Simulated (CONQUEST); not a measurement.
CONQUEST run on Li2SiSnS4 (I-42m, 16 atoms in the cell; from Materials Project mp-1021497): self-consistent single point.

Method: PBEsol, numerical atomic orbitals double-zeta with polarisation (the shipped basis), PseudoDojo norm-conserving potentials made for PBEsol run with CONQUEST 1.3.

```yaml
crystal:
  lattice:
    - [6.47047, 0.00000, 0.00000]
    - [0.00000, 6.47047, 0.00000]
    - [0.00000, 0.00000, 7.72884]
  atoms:
    - { symbol: Li, position: [0.50000, 0.00000, 0.25000] }
    - { symbol: Li, position: [0.00000, 0.50000, 0.25000] }
    - { symbol: Li, position: [0.00000, 0.50000, 0.75000] }
    - { symbol: Li, position: [0.50000, 0.00000, 0.75000] }
    - { symbol: Si, position: [0.00000, 0.00000, 0.50000] }
    - { symbol: Si, position: [0.50000, 0.50000, 0.00000] }
    - { symbol: Sn, position: [0.00000, 0.00000, 0.00000] }
    - { symbol: Sn, position: [0.50000, 0.50000, 0.50000] }
    - { symbol: S, position: [0.30801, 0.30801, 0.15830] }
    - { symbol: S, position: [0.80801, 0.19199, 0.34170] }
    - { symbol: S, position: [0.19199, 0.19199, 0.65830] }
    - { symbol: S, position: [0.19199, 0.80801, 0.34170] }
    - { symbol: S, position: [0.80801, 0.80801, 0.65830] }
    - { symbol: S, position: [0.30801, 0.69199, 0.84170] }
    - { symbol: S, position: [0.69199, 0.69199, 0.15830] }
    - { symbol: S, position: [0.69199, 0.30801, 0.84170] }
```

Reference input (self-consistent single point, DFT, PBEsol, numerical atomic orbitals double-zeta with polarisation (the shipped basis), PseudoDojo norm-conserving potentials made for PBEsol): basis = DZP; Diag.MPMeshX, Y, Z = 3 3 3; potentials = PseudoDojo norm-conserving PBEsol; Grid.GridCutoff = 140 Ha; DM.SolutionMethod = diagon; Diag.kT = 0.0001 Ha; Diag.GammaCentred = true; minE.SCTolerance = 1.0e-07; SC.MaxIters = 100; SC.LinearMixingFactor = 0.3; AtomMove.TypeOfRun = static. This run's input differs from it in these lines:

```diff
@@ -18,6 +18,6 @@
 Diag.MPMesh                    T
-Diag.MPMeshX                   3
-Diag.MPMeshY                   3
-Diag.MPMeshZ                   3
-Diag.GammaCentred              T
+Diag.MPMeshX                   2
+Diag.MPMeshY                   2
+Diag.MPMeshZ                   1
+Diag.MPShiftZ                  0.50000000
 Diag.kT                        0.0001
```

Output (repeated stretches shortened):

```
    new_SC_potl: Starting.  Tolerance:  0.10000E-06

    PulayMixSC: Starting Pulay mixing, A_up =  0.300 A_dn =  0.300
    PulayMixSC: Spin non-polarised calculation.
          Harris-Foulkes Energy            :      -283.034737334895169 Ha
          (TS=0 as O(N) or entropic contribution is negligible)
          DFT Total Energy                 :      -282.797035870396655 Ha
          Total number of electrons        :        95.999999999998451
    PulayMixSC: Pulay iteration     1 residual:              0.18322E-02
          Harris-Foulkes Energy            :      -282.935856572413343 Ha
   [... lines left out ...]
          (TS=0 as O(N) or entropic contribution is negligible)
          DFT Total Energy                 :      -282.916720533249986 Ha
          Total number of electrons        :        96.000108937098432
    PulayMixSC: Pulay iteration    10 residual:              0.13720E-06
          Harris-Foulkes Energy            :      -282.916720533330249 Ha
          (TS=0 as O(N) or entropic contribution is negligible)
          DFT Total Energy                 :      -282.916720533318198 Ha
          Total number of electrons        :        96.000108942907517
    PulayMixSC: Pulay iteration    11 residual:              0.33134E-07
    PulayMixSC: Reached SCF tolerance of  0.33134E-07 after     11 iterations
      | Number of electrons      =        96.000109
      |* band energy as 2Tr[K.H] =       -63.676574833239115 Ha
      |  screened ion-ion energy =      -202.942478722427438 Ha
      |  Ha correction           =         1.125823452939472 Ha
      |  XC correction           =       -17.423491348454530 Ha
      |* Harris-Foulkes energy   =      -282.916720533330249 Ha
      |* DFT total energy        =      -282.916720533318198 Ha
      |  estimated accuracy      =        -0.000000000012051 Ha

    force: Forces on atoms (Ha/a0)
    force:  Atom   X              Y              Z
    force:     1   0.0000000000   0.0000000000  -0.0000000020
    force:     2   0.0000000000   0.0000000000  -0.0000000020
   [... lines left out ...]
    force: Maximum force :        0.00329340(Ha/a0) on atom        16 in x direction
   [... lines left out ...]
    force: Force Residual:        0.00367029 Ha/a0
    force: Total stress:          0.69841970    -0.00000000     0.00000000 GPa
                            -0.00000000     0.69841970     0.00000000
                             0.00000000     0.00000000     3.31495391
    force: Average pressure:     -1.57059777 GPa

    force: Finished force
    get_E_and_F: Change in energy during last step of electronic optimisation: -0.40643E-10
```

The run converged in 11 iterations. CONQUEST prints the stress tensor with tension positive. Against the reference run the free energy falls by 12.7 meV/atom, the pressure goes from -1.10 to -1.57 GPa and the largest force goes from 0.188 to 0.267 eV/Å.

The program uses no crystal symmetry, so grid and mesh can part values that symmetry would make equal. The atom-centred basis is finite, which shifts total energies, pressures and forces against plane waves. A shifted mesh samples other points: it can miss Γ, where band edges often lie, and can lower the symmetry, which leaves small forces and shears. This run is one point of a test of settings, so its values need not be converged; read them against the reference run alone. The structure comes from a collection of computed structures, made at another level of theory; the collection holds predicted forms beside known ones.

Cost on one core: roughly 110 core-seconds.
